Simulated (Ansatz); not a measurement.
Relaxed-ion elastic tensor of BaZrS3 in space group Pnma (No. 62; Ba on 4c, Zr on 4a, S on 4c, S on 8d) in GPa (Voigt order), LDA (plane waves, PAW; program Ansatz); density 4.55 g/cm³, 23.68 Å³ per atom.

```
      1     2     3     4     5     6
-  ----  ----  ----  ----  ----  ----
1   120  47.9  70.1   0.0   0.0   0.0
2  47.9   153  60.0   0.0   0.0   0.0
3  70.1  60.0   106   0.0   0.0   0.0
4   0.0   0.0   0.0  35.0   0.0   0.0
5   0.0   0.0   0.0   0.0  49.2   0.0
6   0.0   0.0   0.0   0.0   0.0  38.5
```

Problem. Is the crystal mechanically stable?

Solution. Yes: the smallest eigenvalue of C is 35.0 GPa.

Problem. Work out the Voigt, Reuss and Hill averages.

Solution. K_V = 81.7, K_R = 81.2, K_H = 81.4; G_V = 38.0, G_R = 34.3, G_H = 36.1 GPa.

Problem. Give Young's modulus, Poisson's ratio, Pugh's ratio and the universal anisotropy index.

Solution. E = 9KG/(3K + G) = 94.4 GPa; ν = 0.31; K/G = 2.26 (ductile by the Pugh limit of 1.75); A_U = 5G_V/G_R + K_V/K_R − 6 = 0.54.

Problem. Estimate the sound speeds and the Debye temperature.

Solution. v_l = √((K + 4G/3)/ρ) = 5330 m/s, v_t = √(G/ρ) = 2820 m/s, mean 3150 m/s; Θ = (h/k)(3n/4πV)^(1/3) v_m = 326 K.

Problem. How much does each axis shrink under pressure?

Solution. Linear compressibilities β_i = Σ_j S_ij (j = 1 to 3): x 4.2, y 3.3, z 4.8 per TPa.

The LDA relaxation kept the symmetry of its start; of distortions, only those at the zone centre were tested. No spin polarisation was allowed. Spin–orbit coupling is left out wherever it is not named.

Potentials: the later of the program's two PAW sets.
